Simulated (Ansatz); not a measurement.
Given:

ZrCu5:
```cif
data_Cu20Zr4
_chemical_formula_sum 'Zr4 Cu20'
_space_group_name_H-M_alt 'F-43m'
_space_group_IT_number 216
_space_group_name_Hall 'F -4 2 3'
_cell_length_a 6.78865
_cell_length_b 6.78865
_cell_length_c 6.78865
_cell_angle_alpha 90.000
_cell_angle_beta 90.000
_cell_angle_gamma 90.000
loop_
_atom_site_label
_atom_site_type_symbol
_atom_site_symmetry_multiplicity
_atom_site_Wyckoff_symbol
_atom_site_fract_x
_atom_site_fract_y
_atom_site_fract_z
_atom_site_occupancy
Zr1 Zr 4 a 0.00000 0.00000 0.00000 1
Cu1 Cu 4 d 0.75000 0.75000 0.75000 1
Cu2 Cu 16 e 0.37578 0.37578 0.37578 1
```
(The calculation used a cell of 6 atoms; values per cell refer to that cell.)

This is the PBEsol-relaxed structure.

**Question.** All from plane-wave PAW PBEsol (Ansatz code), unless another level is named. Predict the formation energy from the elements (no fitted shifts).

**Answer.** -0.14 eV/atom.

**Question.** Give the density of states at the Fermi level.

**Answer.** 0.77 states/eV per atom (mean over ±0.08 eV).

The first step of the workflow began from a Materials Project structure, measured or hypothetical; the Crystallography Open Database files this formula in space group No. 216, but the cells were not matched. Its standing as an ambient phase is unchecked. Symmetry was held in the PBEsol relaxation; whether a distortion lowers the energy is not shown. The run is not spin-polarised. The references are the lowest solids computed at this level, not always the standard phases. Scalar-relativistic: spin–orbit coupling is off unless named, which matters more the heavier the elements.

Potentials: the later of the program's two PAW sets.
